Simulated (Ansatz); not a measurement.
Relaxed TaSi2 (CrSi2 type, space group P6_222):

```
CELL_PARAMETERS angstrom
      4.80299     0.00000     0.00000
     -2.40149     4.15951     0.00000
      0.00000     0.00000     6.60342
ATOMIC_POSITIONS crystal
  Ta 0.50000 0.00000 0.00000
  Ta 0.50000 0.50000 0.33333
  Ta 0.00000 0.50000 0.66667
  Si 0.15903 0.31806 0.00000
  Si 0.84097 0.15903 0.33333
  Si 0.68194 0.84097 0.66667
  Si 0.84097 0.68194 0.00000
  Si 0.15903 0.84097 0.33333
  Si 0.31806 0.15903 0.66667
```

The atoms are displaced by Q × the pattern below (from a DFPT mode at Γ, largest move 1; Q in Å), at fixed cell.

```
atom       x       y      z
----  ------  ------  -----
Ta1    0.000  -0.227  0.000
Ta2   -0.197   0.114  0.000
Ta3    0.197   0.114  0.000
Si4    0.000   1.000  0.000
Si5    0.866  -0.500  0.000
Si6   -0.866  -0.500  0.000
Si7    0.000   1.000  0.000
Si8    0.866  -0.500  0.000
Si9   -0.866  -0.500  0.000
```

These are PBE (plane waves to 420 eV, PAW, scalar-relativistic; Ansatz, a quantum-chemistry and plane-wave program) values and carry that method's errors. k mesh 11×11×7 (Γ-centred), Fermi-Dirac smearing 0.05 eV. E stands for the smeared free energy. With partly filled bands, energies and forces of such displacements shift with the k mesh and the smearing. Spin-orbit coupling is left out, though Ta is heavy. TaSi2 is run without spin polarisation. TaSi2 was relaxed with its symmetry unable to fall. ΔE is measured from the undisplaced structure. The last digit holds for this mesh only.

```tsv
Q (Å)	ΔE (meV/cell)
-0.2800	withheld
-0.2333	1247.8
-0.1867	785.9
-0.1400	436.3
-0.0933	192.1
-0.0467	47.8
0.0000	0.0
0.0467	47.8
0.0933	192.1
0.1400	436.3
0.1867	785.9
0.2333	1247.8
0.2800	withheld
```

Question: Fit an even polynomial form (powers 2, 4) to the given rows and predict ΔE at Q = 0.2800.

Answer: Least squares on the 11 given rows: ΔE = (21880)·Q² + (19130)·Q⁴, in meV/cell with Q in Å; root-mean-square residual 0.13 meV/cell. At 0.2800 the fit gives 1833.0 meV/cell; the calculation gives 1831.5 meV/cell, so the extrapolation is off by 1.5 (+0.1 %). The quadratic term alone would give 1715.4 meV/cell.

(For displaced atoms, the force is minus the slope of the energy, and its curvature is a force constant, which sets phonon frequencies.)
